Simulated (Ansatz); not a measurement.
A geometry of Ru away from equilibrium: step 2 of the relaxation of a relaxed Ru cell displaced along its unstable phonon at q = (½, ½, 0) of its primitive reciprocal cell (262i cm⁻¹), largest move 0.15 Å. These are PBEsol (plane waves to 420 eV, PAW, scalar-relativistic; Ansatz, an electronic-structure program) values and carry that method's errors. Γ-centred k-mesh 15×15×15 on the run's cell (coarser than for final values), Fermi–Dirac smearing 0.05 eV. The plane waves were selected for a different cell earlier on the path.

```
CELL_PARAMETERS angstrom
     -3.11809     3.11809     2.70337
      0.00000     0.00000     2.70337
      1.60008     1.60008    -1.35169
ATOMIC_POSITIONS crystal
  Ru 0.00000 0.42348 0.84697
  Ru 0.50000 0.57652 0.15303
```

Problem. Give the Cartesian forces on all atoms (eV/Å).

Solution. 
```csv
atom,Fx,Fy,Fz
Ru1,-0.23,-0.23,0.00
Ru2,0.23,0.23,0.00
```

The path ends in P6₃/mmc (No. 194) (hcp (Mg type)). No spin polarisation in the result.

The run could not lose the symmetry of its start.

Of the parent cell (I4/mmm (No. 139)): it is a generated cell of Ru: the first start was made by placing the elements on the sites of a structure type, and the end was not matched to a known phase here, so it may be hypothetical. Known forms of Ru include space group No. 194.
